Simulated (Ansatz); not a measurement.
GeRh (rock salt, Fm-3m) at seven volumes, plane-wave PAW PBE (Ansatz code), scaled uniformly. One row is withheld.

| V (Å³/atom) | P (GPa) |
|---|---|
| 14.749 | 17.69 |
| 15.235 | 10.71 |
| 15.721 | ? |
| 16.208 | 0.00 |
| 16.694 | -4.07 |
| 17.180 | -7.48 |
| 17.666 | -10.35 |

Task: Fit the shown pressures and predict the withheld one.

Result: P = (3/2)B₀(x^(7/2) − x^(5/2))[1 + (3/4)(B′ − 4)(x − 1)] with x = (V₀/V)^(2/3). Least squares on the six rows gives V₀ = 16.208 Å³/atom, B₀ = 148 GPa, B′ = 4.93. At V = 15.721, x = 1.0205 and P = 4.87 GPa. The run itself gave 4.87 GPa.

A made-up cell: these elements were put on the sites of a structure type; neither database checked (COD, Materials Project) lists it. COD files the formula under space group No. 62, so this cell is another polymorph or a model. Its standing as an ambient phase is unchecked. Symmetry was held in the PBE relaxation; its stability against distortions is not shown here. No spin polarisation was allowed.

Potentials: the later of the program's two PAW sets.
